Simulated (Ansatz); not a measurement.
Ansatz (a program for electronic structure) input:

Ansatz 0.2 input:
```yaml
crystal:
  lattice:
    - [0.0, 2.7558319114, 2.7558319114]
    - [2.7558319114, 0.0, 2.7558319114]
    - [2.7558319114, 2.7558319114, 0.0]
  atoms:
    - { symbol: Rh, position: [0.0, 0.0, 0.0] }
    - { symbol: Rh, position: [0.25, 0.25, 0.25] }
kpoints:
  mp_grid: { grid: [9, 9, 9] }
  band_path:
    path:
      - [[0.0, 0.0, 0.0], [0.5, 0.0, 0.5], [0.625, 0.25, 0.625]]  # Γ-X-U
      - [[0.375, 0.375, 0.75], [0.0, 0.0, 0.0], [0.5, 0.5, 0.5], [0.5, 0.25, 0.75], [0.5, 0.0, 0.5]]  # K-Γ-L-W-X
    npoints: 12
basis: { xc_grid: 2 }
hamiltonian:
  xc: pbe
  pseudopotentials: { azcp: { folder: ./paw }, kind: paw_fr }
magnetization: { noncollinear: true, spin_orbit: true }
scf:
  n_extra_bands: 12
  convergence: { dr2_threshold: 0.0000000001 }
  occupations: { method: gaussian, width: 0.05 }
output: { eigenvalues: true }
```

Output (shortened):

```
Pseudopotential: Rh, paw, valence charge 17
Functional definition: PBE
non-collinear run that drives no moment, with spin-orbit …
Crystal: 2 atoms, lattice volume = 41.859 Å³
Basis set: ecut = 420 eV, 869 PW (Γ), exchange–correlation on 54×54×54 points (8 copies of the dense FFT grid, shifted against one another)
Bands: 46, of which v1, the nominal top of the filled ones, is band 34 counted from 1 (33 counted from 0)
Symmetry: 48 space group operations + 48 with time reversal
k-points: 35 of 729
Projection manifold: j_resolved (fully-relativistic pseudo-atomic orbitals)
SCF iter   1: F=—  HF=-12807.753466 eV  |F-HF|=—  |Δ(HF+E_count)|=         —  Δρ=7.22e-2  dr2=1.96e0  dr2_m=0.00e0 (ungated)  ethr=3.10e-3  |M|=0.00e0 ∫|m|=0.00e0 μB  |m|>n=0.0e0 m-floor=0.0e0 τ_xc=0.0e0  β_m=0.30  ⟨swp⟩=7.8  Hψ=3916  notcnv=0  defer=24
preconditioner: auto → Kerker (q_TF=auto, 2.635 Å⁻¹)
spin=Noncollinear: Kerker preconditioning applied to the charge; magnetization (m_x, m_y, m_z) channels mix plain (no charge-response kernel on spin).
SCF iter   2: F=—  HF=-12807.394977 eV  |F-HF|=—  |Δ(HF+E_count)|=   3.58e-1  Δρ=4.33e-2  dr2=6.32e-1  dr2_m=0.00e0 (ungated)  ethr=3.10e-3  |M|=0.00e0 ∫|m|=0.00e0 μB  |m|>n=0.0e0 m-floor=0.0e0 τ_xc=0.0e0  β_m=0.49  ⟨swp⟩=2.2  Hψ=1121  notcnv=0  defer=178
SCF iter   3: F=—  HF=-12807.266192 eV  |F-HF|=—  |Δ(HF+E_count)|=   1.29e-1  Δρ=1.19e-2  dr2=2.29e-2  dr2_m=0.00e0 (ungated)  ethr=1.86e-3  |M|=0.00e0 ∫|m|=0.00e0 μB  |m|>n=0.0e0 m-floor=0.0e0 τ_xc=0.0e0  β_m=0.74  ⟨swp⟩=2.0  Hψ=1144  notcnv=0  defer=180
SCF iter   4: F=—  HF=-12807.272761 eV  |F-HF|=—  |Δ(HF+E_count)|=   6.57e-3  Δρ=2.59e-3  dr2=2.17e-3  dr2_m=0.00e0 (ungated)  ethr=6.73e-5  |M|=0.00e0 ∫|m|=0.00e0 μB  |m|>n=0.0e0 m-floor=0.0e0 τ_xc=0.0e0  β_m=0.87  ⟨swp⟩=2.8  Hψ=1474  notcnv=0  defer=166
SCF iter   5: F=—  HF=-12807.272572 eV  |F-HF|=—  |Δ(HF+E_count)|=   1.89e-4  Δρ=3.45e-4  dr2=3.57e-5  dr2_m=0.00e0 (ungated)  ethr=6.38e-6  |M|=0.00e0 ∫|m|=0.00e0 μB  |m|>n=0.0e0 m-floor=0.0e0 τ_xc=0.0e0  β_m=0.94  ⟨swp⟩=2.1  Hψ=1054  notcnv=0  defer=166
SCF iter   6: F=—  HF=-12807.272604 eV  |F-HF|=—  |Δ(HF+E_count)|=   3.11e-5  Δρ=7.36e-5  dr2=1.80e-6  dr2_m=0.00e0 (ungated)  ethr=1.05e-7  |M|=0.00e0 ∫|m|=0.00e0 μB  |m|>n=0.0e0 m-floor=0.0e0 τ_xc=0.0e0  β_m=0.97  ⟨swp⟩=2.0  Hψ=1031  notcnv=0  defer=166
SCF iter   7: F=—  HF=-12807.272601 eV  |F-HF|=—  |Δ(HF+E_count)|=   2.37e-6  Δρ=3.35e-5  dr2=6.61e-7  dr2_m=0.00e0 (ungated)  ethr=5.28e-9  |M|=0.00e0 ∫|m|=0.00e0 μB  |m|>n=0.0e0 m-floor=0.0e0 τ_xc=0.0e0  β_m=0.98  ⟨swp⟩=2.7  Hψ=1358  notcnv=0  defer=166
SCF iter   8: F=—  HF=-12807.272601 eV  |F-HF|=—  |Δ(HF+E_count)|=   2.73e-8  Δρ=6.65e-6  dr2=1.53e-8  dr2_m=0.00e0 (ungated)  ethr=1.95e-9  |M|=0.00e0 ∫|m|=0.00e0 μB  |m|>n=0.0e0 m-floor=0.0e0 τ_xc=0.0e0  β_m=0.99  ⟨swp⟩=2.0  Hψ=1039  notcnv=0  defer=166
SCF iter  11: F=-12807.272601 eV  HF=-12807.272601 eV  |F-HF|=3.64e-12  |Δ(HF+E_count)|=  3.64e-12  Δρ=3.59e-8  dr2=5.41e-13  dr2_m=0.00e0 (ungated)  ethr=1.00e-12  |M|=0.00e0 ∫|m|=0.00e0 μB  |m|>n=0.0e0 m-floor=0.0e0 τ_xc=0.0e0  ⟨swp⟩=2.0  Hψ=1543  notcnv=0
SCF 1 converged in 11 iterations: F = -12807.272601 eV  dr2 = 5.41e-13
NSCF: frozen V_eff on 74 k-points
SCF converged after 11 iterations
Magnetization: |M| = 0.0000 μB,  M = (+0.0000, +0.0000, +0.0000) μB
Absolute magnetization: 0.0000 μB (∫|m|)
  site 0: m = (+0.0000, +0.0000, +0.0000) μB, |m| = 0.0000 μB  (R = 0.98 Å)
  site 1: m = (+0.0000, +0.0000, +0.0000) μB, |m| = 0.0000 μB  (R = 0.98 Å)
Free energy (F): -12807.272601 eV
Harris-Foulkes:  -12807.272601 eV  (|F-HF|=3.64e-12)
Internal energy: -12807.268129 eV  (E = F + TS)
E sigma→0 (E₀):  -12807.270365 eV
Entropy (-TS):   -0.004472 eV (-2.236 meV/atom)
Fermi energy:    13.246330 eV
--- Per-component energies (eV) ---
  E_band       = -481.490752
  E_kinetic    = 1072.563953
  E_local      = -4530.013941  (includes V_loc(G=0)·N_el)
  E_nonlocal   = 599.043845
  E_hartree    = 1730.114354
  E_xc         = -400.265280
  E_vxc        = -501.805534  (∫ρ·V_xc dr)
  E_paw        = -7211.491598  (= ΣΔE_a)
  E_vpaw       = -581.507820  (= ΣTr[D̂ρ^β])
  E_aug_tail   = 0.000082  (compensation charges beyond the density's cutoff)
  E_ewald      = -4067.219545
  E_smearing   = -0.004472  (= −TS)
  E_closure    = 0.000000  (closes the sum)
  Σ components = -12807.272601   (vs F -12807.272601, Δ=0.00e0)
  [band-id]    e_kinetic+e_local+e_nonlocal+2·e_hartree+e_vxc+e_vpaw+e_augmentation_tail = -481.490705   (vs E_band -481.490752, Δ=4.71e-5)
--- Band table (eV; the first three rows and the last of 35) ---
  k-point 0: bands = ["-65.7726", "-65.7726", "-65.4597", "-65.4597", "-36.4881", "-36.4881", "-35.9557", "-35.9557", "-32.6432", "-32.6432", "-32.6432", "-32.6432", "-31.9920", "-31.9920", "-31.9920", "-31.9920", "7.6565", "7.6565", "9.0065", "9.0065", …
  k-point 1: bands = ["-65.7657", "-65.7657", "-65.4669", "-65.4669", "-36.4783", "-36.4783", "-35.9706", "-35.9706", "-32.6518", "-32.6518", "-32.6215", "-32.6215", "-32.0087", "-32.0087", "-31.9830", "-31.9830", "7.8636", "7.8636", "8.8864", "8.8864", …
  k-point 2: bands = ["-65.7465", "-65.7465", "-65.4866", "-65.4866", "-36.4509", "-36.4509", "-36.0110", "-36.0110", "-32.6728", "-32.6728", "-32.5610", "-32.5610", "-32.0570", "-32.0570", "-31.9612", "-31.9612", "8.3995", "8.3995", "8.8060", "8.8060", …
  k-point 34: bands = ["-65.6383", "-65.6383", "-65.5967", "-65.5967", "-36.2877", "-36.2877", "-36.2125", "-36.2125", "-32.6887", "-32.6887", "-32.3411", "-32.3411", "-32.2520", "-32.2520", "-31.9321", "-31.9321", "8.3871", "8.3871", "8.4469", "8.4469", …
```

Cost: roughly 30 core-seconds on shared cores.

Space group Fd-3m (diamond). The start of the workflow was typed in or built on a structure type; neither database checked (COD, Materials Project) lists it. It is not the phase usual at ambient conditions (space group No. 225). The PBE relaxation kept the symmetry of its start; its stability against distortions is not shown here. No spin polarisation was allowed.

Potentials: the earlier of the program's two PAW sets.

Ansatz is a plane-wave DFT program.
